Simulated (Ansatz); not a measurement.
Computed with DFT PBE, scalar-relativistic, plane waves, PAW (Ansatz 0.2.0). Settings: cutoff 420 eV, Γ-centred meshes spaced at most about 0.3 Å⁻¹, and about 0.25 Å⁻¹ or finer for metals (2π included), Gaussian smearing. No spin polarisation in the final relaxations.

Each of these unrelaxed guesses is relaxed in cell and atoms within its symmetry. A guess keeps its type if space group and coordination stay and the shape of the cell changes little (axis ratios within about 15 %, angles within 6°); the volume may change.

1. AlSiN

```cif
data_structure
_symmetry_space_group_name_H-M 'P4/nmm:1'
_symmetry_Int_Tables_number 129
_cell_length_a 3.7254
_cell_length_b 3.7254
_cell_length_c 5.9317
_cell_angle_alpha 90.000
_cell_angle_beta 90.000
_cell_angle_gamma 90.000
_cell_volume 82.32
loop_
_atom_site_label
_atom_site_type_symbol
_atom_site_symmetry_multiplicity
_atom_site_Wyckoff_symbol
_atom_site_fract_x
_atom_site_fract_y
_atom_site_fract_z
_atom_site_occupancy
Al1 Al 2 c 0.00000 0.50000 0.82332 1
Si1 Si 2 a 0.00000 0.00000 0.00000 1
N1 N 2 c 0.00000 0.50000 0.31223 1
```

2. CoW2 (collinear spin from parallel moments)

```cif
data_structure
_symmetry_space_group_name_H-M 'Cmcm'
_symmetry_Int_Tables_number 63
_cell_length_a 8.2605
_cell_length_b 4.7692
_cell_length_c 4.5811
_cell_angle_alpha 90.000
_cell_angle_beta 90.000
_cell_angle_gamma 90.000
_cell_volume 180.48
loop_
_atom_site_label
_atom_site_type_symbol
_atom_site_symmetry_multiplicity
_atom_site_Wyckoff_symbol
_atom_site_fract_x
_atom_site_fract_y
_atom_site_fract_z
_atom_site_occupancy
Co1 Co 4 c 0.00000 0.16667 0.25000 1
W1 W 8 g 0.83333 0.66667 0.25000 1
```

Question: Which keep their type?

Answer: Guess 2 keeps its type.

```csv
guess,kept,start group,end group,V start (Å³/atom),V end,"b/a and c/a, end over start",nearest neighbours start,nearest neighbours end
1,no,P4/nmm,P4/nmm,13.7,14.8,"1.00, 1.91","Al 4, N 9, Si 4","Al 5, N 5, Si 4"
2,yes,Cmcm,Cmcm,15.0,14.4,"0.93, 0.93","Co 12, W 12","Co 12, W 12"
```

Neighbours count within 15 % of an atom's shortest distance; end groups are read at 0.02 Å (0.05 Å in metals).

Weakly bound directions are ill-defined at this level, which has no dispersion term (AlSiN P4/nmm). Spin–orbit coupling, which can matter for W, is left out. A magnetic state wasn't ruled out in cells without spin, among them AlSiN P4/nmm. Trial moments died out on the coarse mesh in CoW2 Cmcm; another magnetic start might hold. Cells relaxed within their symmetry can be saddle points.
